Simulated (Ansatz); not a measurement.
The relaxed structure here is a generated cell of Mg: the first start was made by placing the elements on the sites of a structure type, and the end was not matched to a known phase here, so it may be hypothetical. Known forms of Mg include space group No. 194.

A relaxed cell of Mg (P6/mmm (No. 191)), relaxed on a k-mesh at least as fine as the one used below. These are r2SCAN (plane waves to 500 eV, PAW, scalar-relativistic; Ansatz, an electronic-structure program) values and carry that method's errors. Γ-centred k-mesh 12×12×6 on the run's cell (coarser than for final values), Fermi–Dirac smearing 0.05 eV.

```
CELL_PARAMETERS angstrom
      3.07071     0.00000     0.00000
     -1.53535     2.65931     0.00000
      0.00000     0.00000     6.11278
ATOMIC_POSITIONS crystal
  Mg 0.00000 0.00000 0.00000
  Mg 0.00000 0.00000 0.50000
```

The atoms are displaced along an unstable phonon of this cell by (Å):

```tsv
atom	ux	uy	uz
Mg1	0.000	0.150	0.000
Mg2	0.000	-0.150	0.000
```

Task: What forces (eV/Å) and pressure result?

Result: 
```csv
atom,Fx,Fy,Fz
Mg1,0.00,0.18,0.00
Mg2,0.00,-0.18,0.00
```

Pressure 0.0 GPa.

The undisplaced cell is probably no minimum: from this displacement the run went on to P6₃/mmc (No. 194), 0.28 eV/atom below it.

No spin polarisation in the result.
